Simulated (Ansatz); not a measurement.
Geometry optimisation in Ansatz: input, command and trajectory.

```yaml
crystal:
  lattice:
    - [5.0314330407, 0.0, 0.0]
    - [-2.5157165204, 4.3573488307, 0.0]
    - [0.0, 0.0, 4.0385013266]
  atoms:
    - { symbol: In, position: [0.3333333333, 0.6666666667, 0.25] }
    - { symbol: In, position: [0.6666666667, 0.3333333333, 0.75] }
    - { symbol: B, position: [0.833, 0.666, 0.25] }
    - { symbol: B, position: [0.167, 0.833, 0.75] }
    - { symbol: B, position: [0.334, 0.167, 0.25] }
    - { symbol: B, position: [0.167, 0.334, 0.75] }
    - { symbol: B, position: [0.833, 0.167, 0.25] }
    - { symbol: B, position: [0.666, 0.833, 0.75] }
basis:
  ecutwfc: 420
kpoints:
  mp_grid: { grid: [6, 6, 4] }
hamiltonian:
  xc: pbe
scf:
  occupations: { method: gaussian, width: 0.1 }
  lower_state_search: "off"
output:
  forces: true
  stress: true
  eigenvalues: true
relax:
  adjacent_minimum: "off"
  f_tol: 0.04
  max_steps: 70
  cell: { stress_tol: 0.4 }
```

```bash
ansatz run input.yaml --threads 1 --pin off --max-ram 2560MiB --backend cpu --events-out ev --progress --plain --runs-dir out
```

Method: DFT PBE, scalar-relativistic, plane waves, PAW in Ansatz.

Of 19 frames 10 are shown, positions in Å and forces in eV/Å; the SCF threshold varies from step to step. Steps run on the plane waves of an earlier cell, with a Pulay correction in the pressure. The basis is chosen afresh for the last frame, the zero of the energies, and at times for earlier ones too; energy and pressure step there, also at an unchanged geometry. Here that happened at step 15 (-23 meV/atom, 1.9 GPa); the frames before carry an error of that size.

```xyz
8
Lattice="5.0314 0.0000 0.0000 -2.5157 4.3573 0.0000 0.0000 0.0000 4.0385" Properties=species:S:1:pos:R:3:forces:R:3 pbc="T T T" step=1 free_energy_over_end_meV_per_atom=1125.29 pressure_GPa=6.33
In    0.0000    2.9049    1.0096    0.0000    0.0000    0.0000
In    2.5157    1.4525    3.0289    0.0000    0.0000    0.0000
B     2.5157    2.9020    1.0096    0.0000    1.2444    0.0000
B    -1.2553    3.6297    3.0289   -1.0777    0.6222    0.0000
B     1.2604    0.7277    1.0096   -1.0777   -0.6222    0.0000
B     0.0000    1.4554    3.0289    0.0000   -1.2444    0.0000
B     3.7711    0.7277    1.0096    1.0777   -0.6222    0.0000
B     1.2553    3.6297    3.0289    1.0777    0.6222    0.0000
8
Lattice="5.0500 0.0000 0.0000 -2.5250 4.3734 0.0000 0.0000 0.0000 4.1029" Properties=species:S:1:pos:R:3:forces:R:3 pbc="T T T" step=3 free_energy_over_end_meV_per_atom=465.45 pressure_GPa=-5.32
In    0.0000    2.9156    1.0257    0.0000    0.0000    0.0000
In    2.5250    1.4578    3.0772    0.0000    0.0000    0.0000
B     2.5250    3.2642    1.0257    0.0000    2.2457    0.0000
B    -1.5644    3.8188    3.0772   -1.9448    1.1228    0.0000
B     0.9606    0.5546    1.0257   -1.9448   -1.1228    0.0000
B     0.0000    1.1092    3.0772    0.0000   -2.2457    0.0000
B     4.0894    0.5546    1.0257    1.9448   -1.1228    0.0000
B     1.5644    3.8188    3.0772    1.9448    1.1228    0.0000
8
Lattice="5.0966 0.0000 0.0000 -2.5483 4.4138 0.0000 0.0000 0.0000 4.0075" Properties=species:S:1:pos:R:3:forces:R:3 pbc="T T T" step=5 free_energy_over_end_meV_per_atom=373.96 pressure_GPa=-3.16
In    0.0000    2.9425    1.0019    0.0000    0.0000    0.0000
In    2.5483    1.4713    3.0057    0.0000    0.0000    0.0000
B     2.5483    3.3584    1.0019    0.0000    1.2748    0.0000
B    -1.6343    3.8861    3.0057   -1.1040    0.6374    0.0000
B     0.9139    0.5277    1.0019   -1.1040   -0.6374    0.0000
B     0.0000    1.0553    3.0057    0.0000   -1.2748    0.0000
B     4.1826    0.5277    1.0019    1.1040   -0.6374    0.0000
B     1.6343    3.8861    3.0057    1.1040    0.6374    0.0000
8
Lattice="5.2379 0.0000 0.0000 -2.6189 4.5361 0.0000 0.0000 0.0000 3.7754" Properties=species:S:1:pos:R:3:forces:R:3 pbc="T T T" step=7 free_energy_over_end_meV_per_atom=304.30 pressure_GPa=-0.37
In    0.0000    3.0241    0.9439    0.0000    0.0000    0.0000
In    2.6189    1.5120    2.8316    0.0000    0.0000    0.0000
B     2.6189    3.5373    0.9439    0.0000   -0.1017    0.0000
B    -1.7539    4.0367    2.8316    0.0881   -0.0509    0.0000
B     0.8650    0.4994    0.9439    0.0881    0.0509    0.0000
B     0.0000    0.9988    2.8316    0.0000    0.1017    0.0000
B     4.3729    0.4994    0.9439   -0.0881    0.0509    0.0000
B     1.7539    4.0367    2.8316   -0.0881   -0.0509    0.0000
8
Lattice="5.4685 0.0000 0.0000 -2.7342 4.7358 0.0000 0.0000 0.0000 3.3803" Properties=species:S:1:pos:R:3:forces:R:3 pbc="T T T" step=9 free_energy_over_end_meV_per_atom=136.65 pressure_GPa=4.17
In    0.0000    3.1572    0.8451    0.0000    0.0000    0.0000
In    2.7342    1.5786    2.5352    0.0000    0.0000    0.0000
B     2.7342    3.7263    0.8451    0.0000   -0.1592    0.0000
B    -1.8600    4.2311    2.5352    0.1378   -0.0796    0.0000
B     0.8743    0.5048    0.8451    0.1378    0.0796    0.0000
B     0.0000    1.0095    2.5352    0.0000    0.1592    0.0000
B     4.5942    0.5048    0.8451   -0.1378    0.0796    0.0000
B     1.8600    4.2311    2.5352   -0.1378   -0.0796    0.0000
8
Lattice="5.8744 0.0000 0.0000 -2.9372 5.0874 0.0000 0.0000 0.0000 3.2050" Properties=species:S:1:pos:R:3:forces:R:3 pbc="T T T" step=11 free_energy_over_end_meV_per_atom=50.33 pressure_GPa=-2.05
In    0.0000    3.3916    0.8013    0.0000    0.0000    0.0000
In    2.9372    1.6958    2.4038    0.0000    0.0000    0.0000
B     2.9372    4.0367    0.8013    0.0000    0.0769    0.0000
B    -2.0273    4.5620    2.4038   -0.0666    0.0385    0.0000
B     0.9099    0.5253    0.8013   -0.0666   -0.0385    0.0000
B     0.0000    1.0507    2.4038    0.0000   -0.0769    0.0000
B     4.9645    0.5253    0.8013    0.0666   -0.0385    0.0000
B     2.0273    4.5620    2.4038    0.0666    0.0385    0.0000
8
Lattice="6.0212 0.0000 0.0000 -3.0106 5.2145 0.0000 0.0000 0.0000 3.0894" Properties=species:S:1:pos:R:3:forces:R:3 pbc="T T T" step=13 free_energy_over_end_meV_per_atom=32.09 pressure_GPa=-0.13
In    0.0000    3.4763    0.7724    0.0000    0.0000    0.0000
In    3.0106    1.7382    2.3171    0.0000    0.0000    0.0000
B     3.0106    4.1566    0.7724    0.0000   -0.0421    0.0000
B    -2.0944    4.6855    2.3171    0.0365   -0.0211    0.0000
B     0.9162    0.5290    0.7724    0.0365    0.0211    0.0000
B     0.0000    1.0579    2.3171    0.0000    0.0421    0.0000
B     5.1050    0.5290    0.7724   -0.0365    0.0211    0.0000
B     2.0944    4.6855    2.3171   -0.0365   -0.0211    0.0000
8
Lattice="6.0223 0.0000 0.0000 -3.0111 5.2155 0.0000 0.0000 0.0000 3.0822" Properties=species:S:1:pos:R:3:forces:R:3 pbc="T T T" step=15 free_energy_over_end_meV_per_atom=8.97 pressure_GPa=1.80
In    0.0000    3.4770    0.7705    0.0000    0.0000    0.0000
In    3.0111    1.7385    2.3116    0.0000    0.0000    0.0000
B     3.0111    4.1548    0.7705    0.0000    0.0135    0.0000
B    -2.0926    4.6851    2.3116   -0.0117    0.0067    0.0000
B     0.9186    0.5303    0.7705   -0.0117   -0.0067    0.0000
B     0.0000    1.0607    2.3116    0.0000   -0.0135    0.0000
B     5.1037    0.5303    0.7705    0.0117   -0.0067    0.0000
B     2.0926    4.6851    2.3116    0.0117    0.0067    0.0000
8
Lattice="6.2913 0.0000 0.0000 -3.1457 5.4484 0.0000 0.0000 0.0000 3.0655" Properties=species:S:1:pos:R:3:forces:R:3 pbc="T T T" step=17 free_energy_over_end_meV_per_atom=1.77 pressure_GPa=0.02
In    0.0000    3.6323    0.7664    0.0000    0.0000    0.0000
In    3.1457    1.8161    2.2992    0.0000    0.0000    0.0000
B     3.1457    4.3848    0.7664    0.0000   -0.0409    0.0000
B    -2.2245    4.9166    2.2992    0.0354   -0.0204    0.0000
B     0.9212    0.5318    0.7664    0.0354    0.0204    0.0000
B     0.0000    1.0637    2.2992    0.0000    0.0409    0.0000
B     5.3701    0.5318    0.7664   -0.0354    0.0204    0.0000
B     2.2245    4.9166    2.2992   -0.0354   -0.0204    0.0000
8
Lattice="6.2563 0.0000 0.0000 -3.1281 5.4181 0.0000 0.0000 0.0000 3.0719" Properties=species:S:1:pos:R:3:forces:R:3 pbc="T T T" step=19 free_energy_over_end_meV_per_atom=0.00 pressure_GPa=-0.05
In    0.0000    3.6121    0.7680    0.0000    0.0000    0.0000
In    3.1281    1.8060    2.3040    0.0000    0.0000    0.0000
B     3.1281    4.3535    0.7680    0.0000    0.0084    0.0000
B    -2.2062    4.8858    2.3040   -0.0073    0.0042    0.0000
B     0.9220    0.5323    0.7680   -0.0073   -0.0042    0.0000
B     0.0000    1.0646    2.3040    0.0000   -0.0084    0.0000
B     5.3343    0.5323    0.7680    0.0073   -0.0042    0.0000
B     2.2062    4.8858    2.3040    0.0073    0.0042    0.0000
```

The start puts this composition into another compound's structure type, which needn't suit it. At the end the space group is P6_3/mmc (tolerance 0.05 Å).

The k mesh is coarse.